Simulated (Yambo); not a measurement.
NH4Br (space group P-43m, No. 215), G0W0@LDA in Yambo (4×4×4 mesh, plasmon pole; 10 Ry block, no terminator). The number N of bands in W and G is varied.

```csv
N,x = 1/N,gap M → Γ (eV),shift of the valence edge (eV)
45,0.02222,6.375,-1.108
73,0.01370,6.456,-1.337
106,0.00943,6.514,-1.482
141,0.00709,?,?
```

Q: Basis-set arguments suggest E = E∞ + A x. Fix A and E∞ from the two rows above the withheld one, predict the row at 141 bands, and test the form.

A: Gap: A = (6.514 − (6.456))/(0.00943 − 0.01370) = -13.6, E∞ = 6.642 eV, so 6.546 eV is predicted; the run gave 6.550 eV (miss 4 meV). The first two rows have slope -9.51, so the form doesn't hold yet over the whole range. Shift: A = (-1.482 − (-1.337))/(0.00943 − 0.01370) = 34.0, E∞ = -1.802 eV, so -1.561 eV is predicted; the run gave -1.570 eV (miss 9 meV). The first two rows have slope 26.9, so the form doesn't hold yet over the whole range. The other settings are held fixed.

Spin-orbit coupling is not included.

Geometry of the Materials Project entry, not relaxed at this level; primitive cell a = 4.0001 Å, b = 4.0001 Å, c = 4.0001 Å, α = 90.00°, β = 90.00°, γ = 90.00°.

A shift is the quasiparticle energy of the state minus its LDA energy.
